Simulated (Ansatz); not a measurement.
Relaxed-ion elastic tensor of Na₃Bi in space group P6_3/mmc (No. 194; Na on 4f, Na on 2b, Bi on 2c) in GPa (Voigt order), the program Ansatz at the PBEsol level (PAW); density 3.77 g/cm³, 30.57 Å³ per atom.

```
38.3  13.9   4.2   0.0   0.0   0.0
13.9  38.3   4.2   0.0   0.0   0.0
 4.2   4.2  42.7   0.0   0.0   0.0
 0.0   0.0   0.0   7.6   0.0   0.0
 0.0   0.0   0.0   0.0   7.6   0.0
 0.0   0.0   0.0   0.0   0.0  12.2
```

**Question.** Is the crystal mechanically stable?

**Answer.** Yes: the smallest eigenvalue of C is 7.6 GPa.

**Question.** Work out the Voigt, Reuss and Hill averages.

**Answer.** K_V = 18.2, K_R = 18.2, K_H = 18.2; G_V = 12.0, G_R = 10.5, G_H = 11.2 GPa.

**Question.** Give Young's modulus, Poisson's ratio, Pugh's ratio and the universal anisotropy index.

**Answer.** E = 9KG/(3K + G) = 27.9 GPa; ν = 0.24; K/G = 1.62 (brittle by the Pugh limit of 1.75); A_U = 5G_V/G_R + K_V/K_R − 6 = 0.70.

**Question.** Estimate the sound speeds and the Debye temperature.

**Answer.** v_l = √((K + 4G/3)/ρ) = 2960 m/s, v_t = √(G/ρ) = 1720 m/s, mean 1910 m/s; Θ = (h/k)(3n/4πV)^(1/3) v_m = 182 K.

**Question.** Solve the Christoffel equation for the three sound speeds along x, y, z.

**Answer.** Eigenvalues of C_ijkl n_j n_l equal ρv². In km/s, slowest first: x 1.42, 1.80, 3.19; y 1.42, 1.80, 3.19; z 1.42, 1.42, 3.36.

**Question.** How much does each axis shrink under pressure?

**Answer.** Linear compressibilities β_i = Σ_j S_ij (j = 1 to 3): x 18, y 18, z 20 per TPa.

The first step of the workflow began from a Materials Project structure, measured or hypothetical; the Crystallography Open Database files this formula in space group No. 194, but the cells were not matched. Whether it is the stable phase at ambient conditions was not checked. The PBEsol relaxation kept the symmetry of its start; whether a distortion lowers the energy is not shown. As this level gives no gap, shear constants depend on the k-mesh and smearing (Fermi–Dirac, 0.1 eV here). Scalar-relativistic: spin–orbit coupling is off unless named, which matters more the heavier the elements.

Potentials: the earlier of the program's two PAW sets. The files were generated under PBE; for other functionals the program regenerates the frozen cores, and for LDA and PBEsol the local potential too.
